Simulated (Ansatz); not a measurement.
**Compressing PdGe: a fit and a missing row**

PdGe, Pnma, a = 5.798 Å, b = 3.543 Å, c = 6.283 Å. The structure is a COD entry; whether it is the stable form wasn't checked. Ansatz: r2SCAN, PAW, 500 eV, Γ-centred 6×10×6 mesh on 8 atoms, Gaussian smearing 0.10 eV; no spin polarisation. Shape and atoms are relaxed at each volume; pressure is positive in compression.

| V (Å³/atom) | P (GPa) |
| --- | --- |
| 14.197 | ? |
| 14.681 | 16.44 |
| 15.165 | 9.91 |
| 15.649 | 4.50 |
| 16.133 | -0.01 |
| 16.617 | -3.74 |
| 17.101 | -6.81 |
| 17.746 | -10.06 |

Problem. Take V0 = 16.133 Å³/atom, count pressures from its P0 = -0.01 GPa, fit the third-order Birch–Murnaghan form to the other rows, and predict the missing pressure.

Solution. With the Eulerian strain f = ½[(V0/V)^(2/3) − 1] and y = (P − P0)/[3f(1 + 2f)^(5/2)], the form is the line y = B0 + 1.5 B0 (B0′ − 4) f. Rows (f, y): 0.03245, 144.4; 0.02106, 141.6; 0.01026, 139.3; -0.00976, 133.8; -0.01905, 131.1; -0.03078, 127.6. Means f = 0.0006967, y = 136.30; Σ(Δf)² = 0.003004, ΣΔfΔy = 0.7965; the slope is their ratio. y = 136.1 + 265.1 f GPa, so B0 = 136.1 GPa and B0′ = 4 + 2 × (265.1)/(3 × 136.1) = 5.30. At V = 14.197, f = 0.04448, y = 147.89 and P = 24.41 GPa. The run gave 24.27 GPa, so the fit is 0.14 GPa too high, a small miss on the scale of the series.

Cost: 8 runs of about 40 core-minutes in all, on Oxide Virtual Turin-like Processor (Zen 5) (shared hosts).